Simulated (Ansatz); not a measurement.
Al₂W in space group Fddd (No. 70; Al on 16f, W on 8b) under volume change, PBE (plane waves, PAW; program Ansatz), shape and atoms relaxed at each volume.

| V (Å³/atom) | E − E(relaxed) (meV/atom) | P (GPa) |
|---|---|---|
| 14.046 | 72.8 | 18.19 |
| 14.509 | 30.6 | 11.17 |
| 14.973 | 7.3 | 5.16 |
| 15.436 | 0.0 | 0.00 |
| 15.899 | 6.5 | -4.41 |
| 16.362 | 24.9 | -8.18 |

Question: What does a third-order Birch–Murnaghan fit give for V₀, B₀ and B′?

Answer: V₀ = 15.44 Å³/atom, B₀ = 159 GPa, B′ = 4.1.

The start of the workflow was typed in or built on a structure type; neither database checked (COD, Materials Project) lists it. Whether it is the stable phase at ambient conditions was not checked. The PBE relaxation kept the symmetry of its start; whether a distortion lowers the energy is not shown. No spin polarisation was allowed. Spin–orbit coupling is left out wherever it is not named.

Potentials: the earlier of the program's two PAW sets.
